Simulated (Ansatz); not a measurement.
Here is the system:

LuAl₃:
```cif
data_Al3Lu
_chemical_formula_sum 'Lu1 Al3'
_space_group_name_H-M_alt 'P 1'
_space_group_IT_number 1
_cell_length_a 4.15862
_cell_length_b 4.15862
_cell_length_c 4.15862
_cell_angle_alpha 90.000
_cell_angle_beta 90.000
_cell_angle_gamma 90.000
loop_
_space_group_symop_operation_xyz
  'x, y, z'
loop_
_atom_site_label
_atom_site_type_symbol
_atom_site_fract_x
_atom_site_fract_y
_atom_site_fract_z
_atom_site_occupancy
Lu1 Lu 0.00000 0.00000 0.00000 1
Al1 Al 0.00000 0.50000 0.50000 1
Al2 Al 0.50000 0.00000 0.50000 1
Al3 Al 0.50000 0.50000 0.00000 1
```

This is the r²SCAN-relaxed structure.

Task: All from r²SCAN in the plane-wave PAW code Ansatz, unless another level is named. Predict the formation energy from the elements (no fitted shifts).

Result: -0.46 eV/atom.

Task: What about the density of states at the Fermi level?

Result: 0.30 states/eV per atom (mean over ±0.08 eV).

Space group Pm-3m (Cu3Au type). The workflow started from a Materials Project entry (that database holds measured and hypothetical structures alike); the Crystallography Open Database copy checked does not list it. With Lu and Al taken as one species the cell has the higher symmetry Fm-3m, so it may be an ordered model of a mixed-site phase. Its standing as an ambient phase is unchecked. Symmetry was held in the r²SCAN relaxation; its stability against distortions is not shown here. The references are the lowest solids computed at this level, not always the standard phases. Spin–orbit coupling is left out wherever it is not named.

Potentials: the later of the program's two PAW sets.
